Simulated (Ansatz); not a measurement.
**Two states of SrNiO$_{2}$**

```yaml
crystal:
  lattice:
    - [1.79545, 8.20363, 0.00000]
    - [1.79545, -8.20363, 0.00000]
    - [0.00000, 0.00000, -3.92583]
  atoms:
    - { symbol: Sr, position: [0.33100, 0.66900, 0.75000] }
    - { symbol: Sr, position: [0.66900, 0.33100, 0.25000] }
    - { symbol: Ni, position: [0.06100, 0.93900, 0.75000] }
    - { symbol: Ni, position: [0.93900, 0.06100, 0.25000] }
    - { symbol: O, position: [0.94500, 0.05500, 0.75000] }
    - { symbol: O, position: [0.05500, 0.94500, 0.25000] }
    - { symbol: O, position: [0.18100, 0.81900, 0.75000] }
    - { symbol: O, position: [0.81900, 0.18100, 0.25000] }
```

The numbers come from plane-wave PAW DFT (Ansatz): r2SCAN, with U = 3.07 eV and J = 0.92 eV on Ni d (all-electron-ortho-atomic projectors), 500 eV, 5×5×5 Γ-centred k points, methfessel-paxton occupations (width 0.024 eV). Nothing was relaxed.

State A: Ni3 up, Ni4 up (collinear spin). State B: Ni3 up, Ni4 down (collinear spin).

**Question.** Which state is lower, and how do they differ?

**Answer.** State A is lower by 3.0 meV an atom at zero smearing.

| state | free energy (meV/atom) | largest moment in a small sphere (μB) | net moment (μB/cell) | gap on mesh (eV) | pressure (GPa) | largest force (eV/Å) |
| --- | --- | --- | --- | --- | --- | --- |
| A | 0.0 | 1.63 | 4.00 | 1.32 | 1.7 | 0.56 |
| B | 3.0 | 1.64 | 0.00 | 1.49 | 1.8 | 0.59 |

Origin: a database entry at a rescaled volume. Caveats: gaps of Fe, Co and Ni magnets come out low on these datasets; an odd or shifted mesh can miss the band edges, so this level's true gap may be smaller.
